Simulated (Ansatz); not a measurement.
**Ta3N: random displacements**

All numbers below come from DFT PBE, scalar-relativistic, plane waves, PAW in Ansatz 0.2.0. The runs took a 420 eV cutoff, a Γ-centred 18×18×6 mesh and Gaussian smearing (0.15 eV). Spin–orbit coupling is left out, which can shift energies with elements as heavy as these. No spin polarisation. Energies are free energies at this smearing, counted from the undisturbed cell; pressure is positive in compression.

The starting cell (relaxed at this level; it needn't be the usual structure):

```xyz
4
Lattice="3.0218 0.0000 0.0000 -1.5109 2.6169 0.0000 0.0000 0.0000 7.5576" Properties=species:S:1:pos:R:3 pbc="T T T"
Ta    0.0000    0.0000    3.7788
Ta    0.0000    1.7446    1.3120
Ta    1.5109    0.8723    6.2456
N     0.0000    0.0000    0.0000
```

The atoms are displaced (Å, in the unstrained cell):

```tsv
atom	ux	uy	uz
Ta1	-0.094	0.044	0.017
Ta2	-0.015	-0.128	0.050
Ta3	-0.055	0.110	-0.084
N4	0.164	-0.026	0.017
```

The cell is not strained.

(1) What are the energy change, the stress and the forces?

Results:

(1) ΔE = 71.7 meV/atom; stress (xx, yy, zz, yz, xz, xy; compression positive) (-3.51, 2.38, 3.79, 2.41, -0.16, -0.31) GPa.
```csv
atom,Fx (eV/Å),Fy,Fz
Ta1,-0.08,-0.05,-0.48
Ta2,0.82,0.30,-0.30
Ta3,0.69,-0.29,1.18
N4,-1.43,0.04,-0.40
```

Cost: 1 run of about 0.51 core-minutes, on AMD EPYC 9R45 (Zen 5) (shared hosts).